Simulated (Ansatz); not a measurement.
Data:

BiIrS:
```yaml
crystal:
  lattice:
    - [6.13326, 0.00000, 0.00000]
    - [0.00000, 6.13326, 0.00000]
    - [0.00000, 0.00000, 6.13326]
  atoms:
    - { symbol: Bi, position: [0.13043, 0.63043, 0.86957] }
    - { symbol: Bi, position: [0.36957, 0.36957, 0.36957] }
    - { symbol: Bi, position: [0.63043, 0.86957, 0.13043] }
    - { symbol: Bi, position: [0.86957, 0.13043, 0.63043] }
    - { symbol: Ir, position: [0.47441, 0.97441, 0.52559] }
    - { symbol: Ir, position: [0.02559, 0.02559, 0.02559] }
    - { symbol: Ir, position: [0.97441, 0.52559, 0.47441] }
    - { symbol: Ir, position: [0.52559, 0.47441, 0.97441] }
    - { symbol: S, position: [0.88227, 0.38227, 0.11773] }
    - { symbol: S, position: [0.61773, 0.61773, 0.61773] }
    - { symbol: S, position: [0.38227, 0.11773, 0.88227] }
    - { symbol: S, position: [0.11773, 0.88227, 0.38227] }
```

This is the PBEsol-relaxed structure. Cartesian axes are those of the cell as given.

All from plane-wave PAW PBEsol (Ansatz code), unless another level is named. Predict the formation energy from the elements (no fitted shifts).

-0.31 eV/atom.

Next, the smallest direct gap on the standard path?

1.07 eV.

Predict the gap with spin–orbit coupling.

0.53 eV.

What about the valence-band maximum?

off the standard path, at k = (0.000, 0.331, 0.362).

Predict the conduction-band minimum.

on the Γ–R line, 92 % of the way from Γ (8 equivalent valleys).

What about the weight of the conduction-edge state by species (Voronoi cells)?

Ir 71 %, Bi 15 %, S 14 %.

Space group P2_13. The workflow started from a Materials Project entry (that database holds measured and hypothetical structures alike); the Crystallography Open Database copy checked does not list it. Its standing as an ambient phase is unchecked. Symmetry was held in the PBEsol relaxation; its stability against distortions is not shown here. The run is not spin-polarised. The references are the lowest solids computed at this level, not always the standard phases. Scalar-relativistic: spin–orbit coupling is off unless named, which matters more the heavier the elements.

Potentials: the later of the program's two PAW sets.
